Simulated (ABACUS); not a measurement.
**Checks by hand on SiC (P6_3mc, 8 atoms in the cell; from Materials Project mp-11714, lattice scaled a little)**

```xyz
8
Lattice="3.1357 0.0000 0.0000 -1.5678 2.7156 0.0000 0.0000 0.0000 10.2670" Properties=species:S:1:pos:R:3 pbc="T T T"
Si     1.5678     0.9052     9.6288
Si     0.0000     1.8104     4.4953
Si     0.0000     0.0000     7.0626
Si     0.0000     0.0000     1.9291
C      1.5678     0.9052     7.6982
C      0.0000     1.8104     2.5647
C      0.0000     0.0000     5.1382
C      0.0000     0.0000     0.0047
```

Level of theory: LDA (PW92), PseudoDojo 0.4 standard norm-conserving LDA (tails mended) pseudopotentials (plane waves; ABACUS).

Main settings: KPT = Gamma 10 10 3 0 0 0; basis_type = pw; dft_functional = PWLDA; ecutwfc = 82 Ry; smearing_method = fixed; potentials = PseudoDojo 0.4 standard norm-conserving LDA (tails mended); symmetry = 1; symmetry_prec = 1e-05.

The structure comes from a collection of computed structures, made at another level of theory; the collection holds predicted forms beside known ones. Its lattice was then scaled.

The cell holds 590.0 bohr³ and the plane-wave cutoff is 82.0 Ry.

### Question
How many plane waves does a k-point need, and how does the count grow with the cutoff?

### Answer
In Rydberg units |k + G|² ≤ E, a sphere of radius √82.0 = 9.055 bohr⁻¹. Each G takes (2π)³/V of reciprocal space, so N = V E^(3/2)/(6π²) = 590.0 × 742.5/59.218 = 7398. The program's largest count at a k-point is 7448; single k-points scatter about the estimate. The count grows as E^(3/2): 20 % more cutoff means 31 % more plane waves.

The cell was also run at V = 86.550 Å³ (F = -1122.69953 eV, P = -13.57 GPa) and V = 88.299 Å³ (F = -1122.53364 eV, P = -16.91 GPa), scaled uniformly; the base has V = 87.425 Å³, P = -15.28 GPa and F₀ = -1122.62114 eV.

### Question
Check the pressure against the energies, and estimate the bulk modulus.

### Answer
P = −dF/dV ≈ −(0.16589 eV)/(1.749 Å³) = -0.09485 eV/Å³; times 160.218 GPa per eV/Å³ this is -15.20 GPa, against -15.28 GPa from the stress tensor. B = −V dP/dV ≈ −87.425 × (-3.34 GPa)/(1.749 Å³) = 167 GPa at this volume. The curvature of the energies, B = V (F₊ + F₋ − 2F₀)/(ΔV/2)², gives 167 GPa. Shape and fractional positions were held, which usually makes B too large where they are free.

A band-structure run on this density gave a gap of 2.17 eV along the path. From the bottom of the conduction band at M toward K, the level moves away from the edge by 0.0581 eV at Δk = 0.0668 Å⁻¹ and by 0.2125 eV at Δk = 0.1336 Å⁻¹. From the top of the valence band at Γ toward M, the level moves away from the edge by 0.0179 eV at Δk = 0.1157 Å⁻¹ and by 0.0819 eV at Δk = 0.2314 Å⁻¹.

### Question
Estimate the effective masses, and the wavelength of a photon at the gap.

### Answer
For a parabola ΔE = ħ²Δk²/(2m*), with ħ²/(2mₑ) = 3.810 eV Å², so m*/mₑ = 3.810 Δk²/ΔE. At the bottom of the conduction band: 3.810 × 0.0668²/0.0581 = 0.29 from the nearer point and 0.32 from the farther. At the top of the valence band: 3.810 × 0.1157²/0.0179 = 2.85 from the nearer point and 2.49 from the farther. Where the two differ the band is not parabolic over this range, and the mass at the edge lies beyond the nearer value. These are masses along one direction, for the outermost band, at this level of theory and without spin-orbit coupling. The gap corresponds to λ = 1239.8 nm eV/2.17 eV = 571 nm (the gap is indirect, so absorption there needs a phonon); semi-local functionals usually give gaps below the measured ones.

“Tails mended”: in these copies of the files the far tail of each local potential was reset to the Coulomb form.
